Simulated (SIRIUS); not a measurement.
SIRIUS run on InSe (P-6m2, 8 atoms in the cell; from Materials Project mp-1079260, changed as shown): self-consistent single point.

Method: PBEsol, PseudoDojo 0.4 standard norm-conserving PBEsol (tails mended) pseudopotentials (plane waves; SIRIUS).

The change in words: volume scaled by 1.04. Reference geometry (P-6m2):
```
CELL_PARAMETERS angstrom
      4.04733     0.00000     0.00000
     -2.02366     3.50509     0.00000
      0.00000     0.00000    18.05206
ATOMIC_POSITIONS crystal
  In 0.00000 0.00000 0.57739
  In 0.00000 0.00000 0.42261
  In 0.33333 0.66667 0.92261
  In 0.33333 0.66667 0.07739
  Se 0.66667 0.33333 0.85300
  Se 0.66667 0.33333 0.14700
  Se 0.33333 0.66667 0.64702
  Se 0.33333 0.66667 0.35298
```

Reference input (self-consistent single point, DFT, PBEsol, plane waves, PseudoDojo 0.4 standard norm-conserving PBEsol (tails mended) pseudopotentials): parameters.ngridk = 3 3 1; parameters.xc_functionals = [XC_GGA_X_PBE_SOL, XC_GGA_C_PBE_SOL]; parameters.gk_cutoff = 9.274 1/bohr; parameters.pw_cutoff = 18.548 1/bohr; parameters.smearing = gaussian; parameters.smearing_width = 0.000367493 Ha; potentials = PseudoDojo 0.4 standard norm-conserving PBEsol (tails mended) pseudopotentials; parameters.electronic_structure_method = pseudopotential; parameters.num_bands = 70; parameters.num_mag_dims = 0; parameters.num_dft_iter = 100; parameters.energy_tol = 1e-07 Ha. This run's input differs from it in these lines:

```diff
@@ -32,7 +32,7 @@
     "lattice_vectors": [
-      [1.0000000309, 0.0, 0.0],
-      [-0.5000000154, 0.86602553, 0.0],
-      [0.0, 0.0, 4.4602393571]
+      [1.0000000206, 0.0, 0.0],
+      [-0.4999998884, 0.866025362, 0.0],
+      [0.0, 0.0, 4.4602390966]
     ],
-    "lattice_vectors_scale": 7.648345,
+    "lattice_vectors_scale": 7.74899,
     "atom_coordinate_units": "au",
@@ -45,12 +45,12 @@
       "In": [
-        [0.0, 0.0, 19.6967645406],
-        [0.0, 0.0, 14.4166848447],
-        [-3.8242e-06, 4.4157768958, 31.4734095374],
-        [-3.8242e-06, 4.4157768958, 2.6400398479]
+        [0.0, 0.0, 19.9559542024],
+        [0.0, 0.0, 14.6063939546],
+        [-3.2446e-06, 4.4738834836, 31.8875680332],
+        [-3.2446e-06, 4.4738834836, 2.6747801239]
       ],
       "Se": [
-        [3.8241764422, 2.2078851361, 29.0987723257],
-        [3.8241764422, 2.2078851361, 5.0146770596],
-        [-3.8242e-06, 4.4157768958, 22.0720840213],
-        [-3.8242e-06, 4.4157768958, 12.041365364]
+        [3.8744992693, 2.2369383864, 29.481682978],
+        [3.8744992693, 2.2369383864, 5.0806651791],
+        [-3.2446e-06, 4.4738834836, 22.3625305046],
+        [-3.2446e-06, 4.4738834836, 12.1998176525]
       ]
```

Output (repeated stretches shortened):

```
[find] density tolerance         : 1e-06
[find] total energy tolerance    : 1e-07
[find] iter_solver_tol (initial) : 0.01
[find] iter_solver_tol (target)  : 1e-13
[find] num_dft_iter              : 100
Charges and magnetic moments
--------------------------------------------------------------------------------
total charge          : 116.000000
[find] | SCF iteration   0 out of 100|
[diagonalize] iterative solver tolerance (occupied, empty): 0.01 0.01
[diagonalize] average number of iterations: 2.33333
[find] Charges and magnetic moments
[find] total charge          : 116.000000
[find] Energy
   [... lines left out ...]

[find] Charges and magnetic moments
[find] total charge          : 116.000000
[find] Energy
[find] smearing (-TS)                 :      -0.00000000
[find] Total energy                   :    -749.74021776 (Ha),   -1499.48043552 (Ry)
[find] Free energy (E-TS)             :    -749.74021776 (Ha),   -1499.48043552 (Ry)
[find] band gap (eV)                  :       0.53301096
[find] Efermi                         :       0.22602811
[find] iteration : 17, RMS (target) : 6.3856e-07 (1.0000e-06) , energy difference (target) : -8.9813e-12 (1.0000e-07)
[find] bands are converged : false
[find] iterative solver converged : true
[find] converged after 18 SCF iterations!
[find] Charges and magnetic moments
[find] total charge          : 116.000000
[find] Energy
[find] smearing (-TS)                 :      -0.00000000
[find] Total energy                   :    -749.74021776 (Ha),   -1499.48043552 (Ry)
[find] Free energy (E-TS)             :    -749.74021776 (Ha),   -1499.48043552 (Ry)
[find] band gap (eV)                  :       0.53301096
[find] Efermi                         :       0.22602811
[ground_state] === stress tensor components [kbar] ===
[ground_state] === stress_total ===
[ground_state]    11.941644   -0.000002   -0.000000
[ground_state]    -0.000002   11.941646    0.000000
[ground_state]    -0.000000    0.000000   20.630826
[ground_state] ==== total Forces in Ha/bohr =====
   [... lines left out ...]
[ground_state] atom:    3, force:      -0.0000000     -0.0000000      0.0008032
[ground_state] atom:    4, force:      -0.0000000     -0.0000000      0.0052498
[ground_state] atom:    5, force:       0.0000000     -0.0000000     -0.0052498
[ground_state] atom:    6, force:      -0.0000000      0.0000000     -0.0052604
[ground_state] atom:    7, force:       0.0000000      0.0000000      0.0052604
```

The run converged in 18 iterations. SIRIUS prints the stress tensor with tension positive. Against the reference run the free energy goes up by 5.7 meV/atom, the pressure goes from 0.12 to -1.48 GPa and the largest force goes from 0.077 to 0.271 eV/Å.

The structure comes from a collection of computed structures, made at another level of theory; the collection holds predicted forms beside known ones.

Cost on one core: about 110 core-seconds (a rough figure).

The gap that the log prints is read on the run's mesh, which can miss the band edges or a crossing.

“Tails mended”: in these copies of the files the far tail of each local potential was reset to the Coulomb form.
